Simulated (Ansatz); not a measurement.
A relaxed structure of Bi2Te3 is spoiled in several ways and relaxed again each time (noise and exchanges are one random draw each; pressure is positive under compression). Method: r2SCAN (plane waves to 500 eV, PAW, scalar-relativistic; Ansatz, an electronic-structure program).

```cif
data_Bi6Te9
_chemical_formula_sum 'Bi6 Te9'
_space_group_name_H-M_alt 'R-3m :H'
_space_group_IT_number 166
_space_group_name_Hall '-R 3 2"'
_cell_length_a 4.41999
_cell_length_b 4.41999
_cell_length_c 32.31483
_cell_angle_alpha 90.000
_cell_angle_beta 90.000
_cell_angle_gamma 120.000
loop_
_atom_site_label
_atom_site_type_symbol
_atom_site_symmetry_multiplicity
_atom_site_Wyckoff_symbol
_atom_site_fract_x
_atom_site_fract_y
_atom_site_fract_z
_atom_site_occupancy
Bi1 Bi 6 c 0.00000 0.00000 0.39686 1
Te1 Te 3 a 0.00000 0.00000 0.00000 1
Te2 Te 6 c 0.00000 0.00000 0.21703 1
```
(The calculation used a cell of 5 atoms; values per cell refer to that cell.)

```csv
change,first pressure (GPa),largest first force (eV/Å),released (eV/atom),moves,outcome,final group,E − E(parent) (eV/atom)
with one Bi and one Te atom exchanged in a cell of 5 atoms,-1,1.5,0.07,11,trapped higher,R-3m,+0.31
with every coordinate shifted by Gaussian noise of σ = 0.1 Å,2.5,2.25,0.09,8,returns to the parent,R-3m,0.000
```

The exchanged pair stays exchanged: it costs 1.5 eV for the cell of 5 atoms (one exchange in a very small cell, not a dilute defect).

First-step values come from each run's starting, coarser k-mesh (6×6×6). Each cell has its own k-point mesh; energy differences are given only to the digits this allows. No spin polarisation in the result.
